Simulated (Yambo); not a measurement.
```
CELL_PARAMETERS angstrom
      0.00000     2.38360     2.38360
      2.38360     0.00000     2.38360
      2.38360     2.38360     0.00000
ATOMIC_POSITIONS crystal
  Be 0.00000 0.00000 0.00000
  S  0.25000 0.25000 0.25000
```

The PBEsol cell relaxed from Materials Project entry mp-422 was given an isotropic strain of -1.5 % on all lattice vectors, and the atoms were relaxed again.

### Question
Where are the main features of Im ε from RPA with local fields on PBEsol bands (Yambo; 18×18×18 mesh, 19 bands, 4 Ry local-field block, 0.2 eV broadening; field along x)?

### Answer
Peaks at 7.0 eV (14), 11.5 eV (3.0), heights in brackets. Peak heights and small wiggles depend on the k mesh. Convergence of the RPA response with its 18×18×18 mesh was not tested. No excitonic effects at this level.
